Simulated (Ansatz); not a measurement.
CdTe:
```
CELL_PARAMETERS angstrom
      3.76935     0.00000     0.00000
      0.00000     3.76935     0.00000
      0.00000     0.00000     3.76935
ATOMIC_POSITIONS crystal
  Cd 0.00000 0.00000 0.00000
  Te 0.50000 0.50000 0.50000
```

Relaxed with r²SCAN.

Question: Map the electron localisation function on the plane through (0.000, 0.000, 0.000) spanned by u = [1, 0, 0] and v = [0, 1, 1] in lattice vectors, from plane-wave PAW r²SCAN (Ansatz code).

Answer: x is the fraction of u, y of v (the angle between them is 90°; rows are the nearest grid lines); atoms in the plane: Cd at (0.00, 0.00), Te at (0.50, 0.50).
```
y \ x   0.000  0.105  0.158  0.263  0.368  0.474  0.526  0.632  0.737  0.842  0.895   1.00
------  -----  -----  -----  -----  -----  -----  -----  -----  -----  -----  -----  -----
1.00    0.975  0.703  0.442  0.251  0.127  0.069  0.069  0.127  0.251  0.442  0.703  0.975
0.926   0.706  0.474  0.371  0.209  0.121  0.080  0.080  0.121  0.209  0.371  0.474  0.706
0.852   0.340  0.298  0.241  0.138  0.154  0.191  0.191  0.154  0.138  0.241  0.298  0.340
0.778   0.160  0.141  0.138  0.244  0.473  0.564  0.564  0.473  0.244  0.138  0.141  0.160
0.704   0.122  0.190  0.312  0.614  0.643  0.586  0.586  0.643  0.614  0.312  0.190  0.122
0.630   0.109  0.333  0.545  0.609  0.444  0.309  0.309  0.444  0.609  0.545  0.333  0.109
0.556   0.100  0.403  0.589  0.489  0.187  0.033  0.033  0.187  0.489  0.589  0.403  0.100
0.444   0.100  0.403  0.589  0.489  0.187  0.033  0.033  0.187  0.489  0.589  0.403  0.100
0.370   0.109  0.333  0.545  0.609  0.444  0.309  0.309  0.444  0.609  0.545  0.333  0.109
0.296   0.122  0.190  0.312  0.614  0.643  0.586  0.586  0.643  0.614  0.312  0.190  0.122
0.222   0.160  0.141  0.138  0.244  0.473  0.564  0.564  0.473  0.244  0.138  0.141  0.160
0.148   0.340  0.298  0.241  0.138  0.154  0.191  0.191  0.154  0.138  0.241  0.298  0.340
0.0741  0.706  0.474  0.371  0.209  0.121  0.080  0.080  0.121  0.209  0.371  0.474  0.706
0.000   0.975  0.703  0.442  0.251  0.127  0.069  0.069  0.127  0.251  0.442  0.703  0.975
```

The density is the valence pseudo-density with augmentation charge, so density and ELF within about 1 Å of a nucleus are not all-electron values.

Space group Pm-3m (CsCl type). The start of the workflow was typed in or built on a structure type; neither database checked (COD, Materials Project) lists it. It is not the phase usual at ambient conditions (space group No. 216). The cell was relaxed with r²SCAN under the symmetry of its start. At this level the phase is mechanically unstable. The volume moved by 17 % from the start of the relaxation. Spin–orbit coupling is left out wherever it is not named.

Potentials: the earlier of the program's two PAW sets.
